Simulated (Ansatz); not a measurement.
Profile along the W–W line in W (bcc, W type)

W (bcc, W type), conventional cell a = b = c = 3.1693 Å, α = β = γ = 90.00°. The calculation uses the primitive cell of 1 atom, to which meshes and values per cell refer.

Fields along a shortest W–W line of a {211} plane (2.74 Å), from W to W, interpolated on the slice's grid (step about 0.2 Å). Calculation: r2SCAN (plane waves to 500 eV, PAW, scalar-relativistic; Ansatz, a quantum-chemistry and plane-wave program). k mesh 21×21×21. These are valence fields of a PAW run, semicore shells included where kept as valence: close to a nucleus they are smooth pseudo fields. Spin-orbit coupling is left out, though W is heavy. W is run without spin polarisation. W was relaxed with its symmetry unable to fall.

```tsv
distance from W (Å)	valence electron density (e/Å³)	electron localisation function
0.00	3.51	x
0.27	5.10	x
0.55	4.43	0.73
0.82	1.65	0.55
1.10	0.55	0.29
1.37	0.41	0.36
1.64	0.55	0.29
1.92	1.65	0.55
2.19	4.43	0.73
2.47	5.10	x
2.74	3.51	x
```

x: too close to a nucleus for the ELF to mean much.

Density on the W–W line (2.74 Å) at its midpoint: 0.41 e/Å³. ELF at that point: 0.4.
